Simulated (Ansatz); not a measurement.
WC:
```
WC
1.0
    1.40837    -3.87934     0.00000
    1.40837     3.87934     0.00000
    0.00000     0.00000     3.83436
C W
2 2
Cartesian
  1.40837  -0.78352   2.87577
  1.40837   0.78352   0.95859
  1.40837  -2.96188   2.87577
  1.40837   2.96188   0.95859
```

This is the PBE-relaxed structure.

Question: All from the program Ansatz at the PBE level (PAW), unless another level is named. Predict the electronic character.

Answer: metallic (no gap).

Question: What about the formation energy from the elements (no fitted shifts)?

Answer: 0.49 eV/atom.

Question: Next, the density of states at the Fermi level?

Answer: 0.34 states/eV per atom (mean over ±0.08 eV).

Space group Cmcm. The cell is a constructed one: a structure type filled with these elements; neither database checked (COD, Materials Project) lists it. It is not the phase usual at ambient conditions (space group No. 187). Symmetry was held in the PBE relaxation; its stability against distortions is not shown here. The run is not spin-polarised. The references are the lowest solids computed at this level, not always the standard phases. Scalar-relativistic: spin–orbit coupling is off unless named, which matters more the heavier the elements.

Potentials: the later of the program's two PAW sets.
